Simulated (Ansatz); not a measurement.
Relaxed-ion elastic tensor of Be (fcc (Cu type), Fm-3m) in GPa (Voigt order), plane-wave PAW PBEsol (Ansatz code); density 1.92 g/cm³, 7.80 Å³ per atom.

```
 212  74.8  74.8   0.0   0.0   0.0
74.8   212  74.8   0.0   0.0   0.0
74.8  74.8   212   0.0   0.0   0.0
 0.0   0.0   0.0   160   0.0   0.0
 0.0   0.0   0.0   0.0   160   0.0
 0.0   0.0   0.0   0.0   0.0   160
```

**Question.** Is the crystal mechanically stable?

**Answer.** Yes: the smallest eigenvalue of C is 137 GPa.

**Question.** Work out the Voigt, Reuss and Hill averages.

**Answer.** K_V = 121, K_R = 121, K_H = 121; G_V = 124, G_R = 105, G_H = 114 GPa.

**Question.** Give Young's modulus, Poisson's ratio, Pugh's ratio and the universal anisotropy index.

**Answer.** E = 9KG/(3K + G) = 260 GPa; ν = 0.14; K/G = 1.06 (brittle by the Pugh limit of 1.75); A_U = 5G_V/G_R + K_V/K_R − 6 = 0.91.

**Question.** Estimate the sound speeds and the Debye temperature.

**Answer.** v_l = √((K + 4G/3)/ρ) = 11900 m/s, v_t = √(G/ρ) = 7710 m/s, mean 8460 m/s; Θ = (h/k)(3n/4πV)^(1/3) v_m = 1270 K.

**Question.** Give the Zener ratio and Young's modulus along [100], [110] and [111].

**Answer.** A = 2C44/(C11 − C12) = 2.33; 1/E = S11 − 2(S11 − S12 − S44/2)Γ with Γ = 0, 1/4, 1/3 gives 173, 271, 333 GPa.

**Question.** Solve the Christoffel equation for the three sound speeds along [100], [110], [111].

**Answer.** Eigenvalues of C_ijkl n_j n_l equal ρv². In km/s, slowest first: [100] 9.14, 9.14, 10.52; [110] 5.99, 9.14, 12.59; [111] 7.19, 7.19, 13.20.

The start of the workflow was typed in or built on a structure type; neither database checked (COD, Materials Project) lists it. It is not the phase usual at ambient conditions (space group No. 194). Symmetry was held in the PBEsol relaxation; its stability against distortions is not shown here. As this level gives no gap, shear constants depend on the k-mesh and smearing (Fermi–Dirac, 0.1 eV here).

Potentials: the later of the program's two PAW sets.
